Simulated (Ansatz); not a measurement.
Input file for Ansatz (a program for electronic structure):

Ansatz 0.2 input:
```yaml
crystal:
  lattice:
    - [1.2492333094, 0.7212451874, 3.2920557371]
    - [-1.2492333094, 0.7212451874, 3.2920557371]
    - [0.0, -1.4424903749, 3.2920557371]
  atoms:
    - { symbol: B, position: [0.9996716252, 0.9996716252, 0.9996716252] }
    - { symbol: N, position: [0.3327613748, 0.3327613748, 0.3327613748] }
kpoints:
  mp_grid: { grid: [13, 13, 13] }
hamiltonian:
  xc: r2scan
  dispersion: d4
  pseudopotentials: { kind: paw }
scf:
  occupations: { method: fixed }
checkpoint: { read: static.run }
output: { write_density: true, elf: true, volumetric_format: npy }
basis: { fft_grid_basis: typed }
```

Output (shortened):

```
Pseudopotentials: kind: paw
Pseudopotential: B, paw, valence charge 3
Pseudopotential: N, paw, valence charge 5
Functional definition: r2SCAN
Crystal: 2 atoms, lattice volume = 17.797 Å³
Basis set: ecut = 500 eV, 451 PW (Γ), exchange–correlation on 108×108×108 points (64 copies of the dense FFT grid, shifted against one another)
Bands: 8, of which v1, the nominal top of the filled ones, is band 4 counted from 1 (3 counted from 0)
Symmetry: 6 space group operations
Space group: R3m (ITA 160), of the structure as read, at distance tolerance 2.6e-5 Å
k-points: 231 of 2197 (time reversal used)
PAW frozen core: B, regenerated for the run's functional
PAW frozen core: N, regenerated for the run's functional
Initial density: read from a saved state, or passed on in memory by an earlier SCF of this step, an earlier step, the calling program or the single point that …
Stability of the state it starts from, as read at its close in the unpolarized treatment …
Initial wavefunctions: pseudopotential atomic-orbital guess
Eigensolver: davidson
Functional: x = r2scan, c = r2scan; τ floored in thin density (d = 2e-4 eV/Å³)
iter 1 solved again at ethr=7.88e-8 eV; its pass at ethr=3.10e-3 eV (dr2=6.30e-6 eV) is discarded
SCF iter   1: F=—  HF=-544.261789 eV  |F-HF|=—  |Δ(HF+E_count)|=         —  Δρ=8.62e-7  dr2=8.01e-11  dr2_τ=3.33e-12  ethr=7.88e-8  ⟨swp⟩=3.1  Hψ=16652  notcnv=0  defer=443
all-band conjugate gradients solve this SCF's bands
preconditioner: auto → none
SCF iter   2: F=-544.261789 eV  HF=-544.261789 eV  |F-HF|=4.43e-12  |Δ(HF+E_count)|=  9.92e-11  Δρ=4.46e-7  dr2=1.16e-11  dr2_τ=3.42e-12  ethr=1.00e-12  ⟨swp⟩=6.7  Hψ=9230  notcnv=0
SCF 1 converged in 2 iterations: F = -544.261789 eV  dr2 = 1.16e-11
SCF converged after 2 iterations
Free energy (F): -544.261789 eV
Harris-Foulkes:  -544.261789 eV  (|F-HF|=4.43e-12)
Internal energy: -544.261789 eV  (E = F + TS)
E sigma→0 (E₀):  -544.261789 eV
Fermi energy:    4.653902 eV
--- Per-component energies (eV) ---
  E_band       = -23.001530
  E_kinetic    = 183.878214
  E_local      = -342.230248  (includes V_loc(G=0)·N_el)
  E_nonlocal   = 57.107595
  E_hartree    = 110.436317
  E_xc         = -91.081928
  E_vxc        = -126.299471  (∫ρ·V_xc dr)
  E_paw        = -209.859631  (= ΣΔE_a)
  E_vpaw       = -23.548345  (= ΣTr[D̂ρ^β])
  E_aug_tail   = 0.000020  (compensation charges beyond the density's cutoff)
  E_vtau       = 7.218077  (kinetic-family band-sum trace: ∫τ·v_τ [+ j·A + Jᵃ·Aᵃ] dr)
  E_ewald      = -252.324821
  E_disp       = -0.139301  (pairwise vdW)
  E_core_change = -0.048007  (= ΣΔE_core)
  E_smearing   =  0.000000  (= −TS)
  E_closure    =  0.000000  (closes the sum)
  Σ components = -544.261789   (vs F -544.261789, Δ=0.00e0)
  [band-id]    e_kinetic+e_local+e_nonlocal+2·e_hartree+e_vxc+e_vpaw+e_augmentation_tail+e_vtau = -23.001524   (vs E_band -23.001530, Δ=5.92e-6)
--- Band table (eV; the first three rows and the last of 231) ---
  k-point 0: bands = ["-14.2379", "0.4018", "3.2886", "3.2886", "10.2931", "17.1412", "17.1412", "19.0428"]
  k-point 1: bands = ["-14.1148", "0.5319", "2.7737", "3.0591", "10.5476", "17.0835", "17.6744", "18.5862"]
  k-point 2: bands = ["-13.7515", "0.9120", "1.4616", "2.4833", "11.2233", "16.9448", "17.3785", "19.1462"]
  k-point 230: bands = ["-13.8144", "-1.6742", "2.7618", "3.0337", "15.6740", "16.9028", "17.5840", "18.2586"]
  band table: 8 of 8 bands, residual norms ≤ 1.0e-3 eV
```

Cost: about 10 core-seconds (a rough figure) on shared cores.

The workflow started from a Materials Project entry (that database holds measured and hypothetical structures alike); the Crystallography Open Database copy checked does not list it. It is not the phase usual at ambient conditions (space group No. 186, 194, 216). The cell was relaxed with r²SCAN+D4 under the symmetry of its start; whether a distortion lowers the energy is not shown.

Potentials: the later of the program's two PAW sets.

Ansatz is a plane-wave DFT program.
